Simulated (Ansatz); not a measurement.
Polymorphs of MoS₂, each relaxed with LDA in the plane-wave PAW code Ansatz:

A: R3m
a = 3.126 Å, b = 3.126 Å, c = 17.973 Å, α = 90.00°, β = 90.00°, γ = 120.00°

```csv
atom,site,symmetry,x,y,z
Mo,3a,3m,0.0000,0.0000,0.0002
S,3a,3m,0.0000,0.0000,0.5805
S,3a,3m,0.0000,0.0000,0.7532
```

B: P6_3/mmc
a = 3.1278 Å, b = 3.1278 Å, c = 12.1993 Å, α = 90.00°, β = 90.00°, γ = 120.00°

```json
[
 {"atom": "Mo", "site": "2b", "symmetry": "-6m2", "x": "0.0000", "y": "0.0000", "z": "0.2500"},
 {"atom": "S", "site": "4f", "symmetry": "3m.", "x": "0.3333", "y": "0.6667", "z": "0.1229"}
]
```

Q: Put the candidates in order of energy per atom at 0 K, lowest first, for LDA.

A: A (+0 meV/atom), B (+8 meV/atom)

Q: Give each one's gap.

A: A 0.70 eV; B 0.81 eV.

Not the usual ambient phase: B. Weakly bound layers, chains or molecules computed without a dispersion correction, so cells and soft constants are ill determined: A; B. All cells were relaxed under the symmetry of their starts (and spin orders); stability against distortions was not tested throughout. Named crystals with no word on spin ran without spin polarisation. Scalar-relativistic: spin–orbit coupling is off unless named, which matters more the heavier the elements.

Energies hold the estimated change up to a 700 eV cutoff; steps of a few meV lie near the error of the meshes.

Potentials: the earlier of the program's two PAW sets. The files were generated under PBE; for other functionals the program regenerates the frozen cores, and for LDA and PBEsol the local potential too.
